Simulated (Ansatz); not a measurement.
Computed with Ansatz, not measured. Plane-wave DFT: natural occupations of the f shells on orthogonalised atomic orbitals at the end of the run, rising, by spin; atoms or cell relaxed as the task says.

```
cell
1.0
     4.1765    4.1765    0.0000
     4.1765   -4.1765    0.0000
     0.0000    0.0000  -10.4285
Eu Ga Cu
4 12 4
Direct
  0.0000 0.5000 0.3602
  0.0000 0.0000 0.8602
  0.5000 0.0000 0.3602
  0.5000 0.5000 0.8602
  0.2500 0.2500 0.1074
  0.2500 0.7500 0.6074
  0.7500 0.7500 0.1074
  0.7500 0.2500 0.6074
  0.2500 0.7500 0.1074
  0.2500 0.2500 0.6074
  0.7500 0.2500 0.1074
  0.7500 0.7500 0.6074
  0.0000 0.5000 0.7611
  0.0000 0.0000 0.2611
  0.5000 0.0000 0.7611
  0.5000 0.5000 0.2611
  0.5000 0.5000 0.4878
  0.5000 0.0000 0.9878
  0.0000 0.0000 0.4878
  0.0000 0.5000 0.9878
```

Starting moments (μB): Eu number 1 7.32, Eu number 2 7.32, Eu number 3 7.32, Eu number 4 7.32; others 0.

cell charge: 0 e
spin: collinear
scf start: atoms
lower state search: off
functional: PBEsol
wave cutoff: 420 eV
k mesh: 4, 4, 2
k shift: 0.5, 0.5, 0.5 mesh steps
gaussian smearing: 0.05 eV
task: single point

Results:

```json
{"shell atom": "1", "shell element": "Eu", "shell spin": "up", "shell occupation 1 (e)": "0.94", "shell occupation 2 (e)": "0.94", "shell occupation 3 (e)": "0.94", "shell occupation 4 (e)": "0.95", "shell occupation 5 (e)": "0.95", "shell occupation 6 (e)": "0.99", "shell occupation 7 (e)": "0.99"}
{"shell atom": "1", "shell element": "Eu", "shell spin": "down", "shell occupation 1 (e)": "0", "shell occupation 2 (e)": "0", "shell occupation 3 (e)": "0.01", "shell occupation 4 (e)": "0.01", "shell occupation 5 (e)": "0.01", "shell occupation 6 (e)": "0.01", "shell occupation 7 (e)": "0.01"}
{"shell atom": "2", "shell element": "Eu", "shell spin": "up", "shell occupation 1 (e)": "0.94", "shell occupation 2 (e)": "0.94", "shell occupation 3 (e)": "0.94", "shell occupation 4 (e)": "0.95", "shell occupation 5 (e)": "0.95", "shell occupation 6 (e)": "0.99", "shell occupation 7 (e)": "0.99"}
{"shell atom": "2", "shell element": "Eu", "shell spin": "down", "shell occupation 1 (e)": "0", "shell occupation 2 (e)": "0", "shell occupation 3 (e)": "0.01", "shell occupation 4 (e)": "0.01", "shell occupation 5 (e)": "0.01", "shell occupation 6 (e)": "0.01", "shell occupation 7 (e)": "0.01"}
{"shell atom": "3", "shell element": "Eu", "shell spin": "up", "shell occupation 1 (e)": "0.94", "shell occupation 2 (e)": "0.94", "shell occupation 3 (e)": "0.94", "shell occupation 4 (e)": "0.95", "shell occupation 5 (e)": "0.95", "shell occupation 6 (e)": "0.99", "shell occupation 7 (e)": "0.99"}
{"shell atom": "3", "shell element": "Eu", "shell spin": "down", "shell occupation 1 (e)": "0", "shell occupation 2 (e)": "0", "shell occupation 3 (e)": "0.01", "shell occupation 4 (e)": "0.01", "shell occupation 5 (e)": "0.01", "shell occupation 6 (e)": "0.01", "shell occupation 7 (e)": "0.01"}
{"shell atom": "4", "shell element": "Eu", "shell spin": "up", "shell occupation 1 (e)": "0.94", "shell occupation 2 (e)": "0.94", "shell occupation 3 (e)": "0.94", "shell occupation 4 (e)": "0.95", "shell occupation 5 (e)": "0.95", "shell occupation 6 (e)": "0.99", "shell occupation 7 (e)": "0.99"}
{"shell atom": "4", "shell element": "Eu", "shell spin": "down", "shell occupation 1 (e)": "0", "shell occupation 2 (e)": "0", "shell occupation 3 (e)": "0.01", "shell occupation 4 (e)": "0.01", "shell occupation 5 (e)": "0.01", "shell occupation 6 (e)": "0.01", "shell occupation 7 (e)": "0.01"}
```

Caveats: 4f shell without a U, which puts 4f levels too near the Fermi level; occupations loosely converged; open f or d shells may hold a state above the lowest.
